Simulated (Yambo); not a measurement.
Yambo run on CuI (wurtzite, space group P6_3mc, No. 186). The wavefunctions come from this Quantum ESPRESSO step (PBEsol, PseudoDojo standard norm-conserving files, scalar-relativistic):

```
&CONTROL
  calculation = 'nscf'
  pseudo_dir = './pseudo'
  outdir = './out'
/
&SYSTEM
  ibrav = 0
  nat = 4
  ntyp = 2
  ecutwfc = 92.0
  ecutrho = 368.0
  occupations = 'fixed'
  force_symmorphic = .true.
  nbnd = 208
/
&ELECTRONS
  conv_thr = 4e-09
  diago_full_acc = .true.
  diago_thr_init = 1e-08
/
ATOMIC_SPECIES
Cu 63.5460 Cu.upf
I 126.9045 I.upf
CELL_PARAMETERS angstrom
  4.181883501327   0.000000000000   0.000000000000
 -2.090941750664   3.621617347816   0.000000000000
  0.000000000000   0.000000000000   6.897568231000
ATOMIC_POSITIONS crystal
Cu   0.666666667000   0.333333333000   0.873394190300
Cu   0.333333333667   0.666666666333   0.373394190300
I   0.666666667000   0.333333333000   0.501605809700
I   0.333333333667   0.666666666333   0.001605809700
K_POINTS automatic
3 3 2 0 0 0
```

Yambo input:

```
rim_cut
gw0
dyson
el_el_corr
HF_and_locXC
ppa
em1d
RandQpts= 1000000
RandGvec= 1 Ry
EXXRLvcs= 92 Ry
VXCRLvcs= 368 Ry
Chimod= "HARTREE"
% BndsRnXp
 9 | 206 |
%
NGsBlkXp= 8 Ry
% LongDrXp
 1.0 | 1.0 | 1.0 |
%
PPAPntXp= 27.2114 eV
% GbndRnge
 1 | 206 |
%
GTermKind= "BG"
DysSolver= "n"
ExtendOut
% QPkrange
 1 | 1 | 26 | 27 |
 2 | 2 | 26 | 27 |
 5 | 5 | 26 | 27 |
 6 | 6 | 26 | 27 |
%
```

k points by index: 1 = Γ, 2 = A, 5 = K, 6 = H.

The o-*.qp file then holds:

```
#    K-point    Band    Eo [eV]    E [eV]    E-Eo [eV]    Vxc [eV]    Vnlxc [eV]    Sc|Eo [eV]    Sc|E [eV]    dSc/dw|Eo [eV]    Re(Z)    Im(Z)
#
    1    26    0.000000    -0.597598    -0.597598    -23.93693    -29.18969    4.463256    4.655160    -8.735921    0.756976    -0.001588
    1    27    1.198071    1.553660    0.355589    -10.23673    -5.744614    -4.054761    -4.136530    -6.255214    0.813089    -0.001324
    2    26    -0.443377    -1.076093    -0.632716    -23.77806    -29.34114    4.722557    4.930362    -8.934744    0.752812    -0.001631
    2    27    2.340185    2.698791    0.358606    -10.63339    -6.056978    -4.132711    -4.217802    -6.454568    0.808274    -0.001360
    5    26    -1.433195    -2.091606    -0.658411    -25.15260    -31.78390    5.736515    5.972885    -9.765759    0.735893    -0.001813
    5    27    3.004611    3.105613    0.101002    -10.89541    -7.472232    -3.298611    -3.322176    -6.341967    0.810986    -0.001352
    6    26    -1.246983    -1.907437    -0.660454    -25.15940    -31.69685    5.642221    5.876996    -9.669976    0.737804    -0.001755
    6    27    3.194076    3.534235    0.340159    -12.15135    -7.931249    -3.796870    -3.879946    -6.643454    0.803764    -0.001385
```
(The two width columns are left out.) Convergence of these settings isn't established.

Spin-orbit coupling is not included.

Geometry relaxed with PBEsol.

This is not the ordinary phase of the substance.
